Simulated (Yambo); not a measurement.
Yambo run on ScF3 (ReO3 type, space group Pm-3m, No. 221). The wavefunctions come from this Quantum ESPRESSO step (LDA, PseudoDojo standard norm-conserving files, scalar-relativistic):

```
&CONTROL
  calculation = 'nscf'
  pseudo_dir = './pseudo'
  outdir = './out'
/
&SYSTEM
  ibrav = 0
  nat = 4
  ntyp = 2
  ecutwfc = 84.0
  ecutrho = 336.0
  occupations = 'fixed'
  force_symmorphic = .true.
  nbnd = 158
/
&ELECTRONS
  conv_thr = 4e-09
  diago_full_acc = .true.
  diago_thr_init = 1e-08
/
ATOMIC_SPECIES
F 18.9984 F.upf
Sc 44.9559 Sc.upf
CELL_PARAMETERS angstrom
  2.807286986986   1.620787897348   2.292151895144
 -2.807296514177   1.620793398102   2.292136337145
 -0.000009527388  -3.241581295969   2.292144115764
ATOMIC_POSITIONS crystal
F   0.500000000000   0.999998815000   0.000001185000
F  -0.000000000000   0.499998815000   0.000001185000
F   0.000000000000   0.999998815000   0.500001185000
Sc   0.000000000000   0.999998815000   0.000001185000
K_POINTS automatic
4 4 4 0 0 0
```

Yambo input:

```
rim_cut
gw0
dyson
el_el_corr
HF_and_locXC
ppa
em1d
RandQpts= 1000000
RandGvec= 1 Ry
EXXRLvcs= 84 Ry
VXCRLvcs= 336 Ry
Chimod= "HARTREE"
% BndsRnXp
 2 | 155 |
%
NGsBlkXp= 10 Ry
% LongDrXp
 1.0 | 1.0 | 1.0 |
%
PPAPntXp= 27.2114 eV
% GbndRnge
 1 | 155 |
%
GTermKind= "BG"
DysSolver= "n"
ExtendOut
% QPkrange
 1 | 1 | 16 | 17 |
 36 | 36 | 16 | 17 |
%
```

k points by index: 1 = Γ, 36 = R.

Resulting energies as the program prints them:

```
#    K-point    Band    Eo [eV]    E [eV]    E-Eo [eV]    Vxc [eV]    Vnlxc [eV]    Sc|Eo [eV]    Sc|E [eV]    dSc/dw|Eo [eV]    Re(Z)    Im(Z)
#
    1    16    -0.554368    -2.848854    -2.294486    -22.59559    -30.33402    4.889775    5.443949    -6.571708    0.805471    -0.001403
    1    17    6.397898    9.291204    2.893307    -17.57852    -9.297617    -4.844434    -5.387593    -5.108188    0.841947    -0.886876E-3
    36    16    0.000000    -2.310445    -2.310445    -22.76881    -30.71005    5.062848    5.630800    -6.688658    0.802693    -0.001182
    36    17    8.151318    11.22801    3.076693    -20.38861    -11.62390    -5.026843    -5.688014    -5.847647    0.823115    0.678865E-4
```
(The two width columns are left out.) Convergence of these settings isn't established.

Geometry relaxed with LDA.
